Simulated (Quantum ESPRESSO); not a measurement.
How NMR parameters follow atomic displacements in SiO2 (P3₂21)

```
CELL_PARAMETERS angstrom
      4.91656     0.00000     0.00000
     -2.45828     4.25787     0.00000
      0.00000     0.00000     5.43163
ATOMIC_POSITIONS crystal
  Si 0.00000 0.46880 0.33333
  Si 0.53120 0.53120 0.00000
  Si 0.46880 0.00000 0.66667
  O  0.14454 0.73144 0.54782
  O  0.26856 0.41310 0.21449
  O  0.58690 0.85546 0.88115
  O  0.73144 0.14454 0.45218
  O  0.41310 0.26856 0.78551
  O  0.85546 0.58690 0.11885
```
The cell comes from the Materials Project (a computed structure). It is SiO2 in P3₂21. Stability against distortions was not tested. Forces on the atoms reach 0.13 eV/Å at this level.

The last row's change in full: O4 and its equivalents moved by 0.04 Å along (0.44, 0.52, -0.73), space group kept; the other rows go along the same path.

Method: shieldings by PBE GIPAW on JTH datasets (Quantum ESPRESSO, modified build), 22.5 Ha, k-mesh 3×3×3 shifted, f-sum rule met within 0.004 %. Values are those of the named site's first atom. Shieldings are absolute and leave out the bulk-susceptibility term; a larger σ means a smaller chemical shift. By our sweeps, such settings leave a few ppm in absolute σ. No d partial waves on Si: the paramagnetic term there is incompletely reconstructed.

```
displacement (Å)  σ_iso Si (ppm)  σ_iso O (ppm)
----------------  --------------  -------------
-0.04                      433.9          208.1
0                          436.5          211.5
+0.04                      438.9          214.3
```
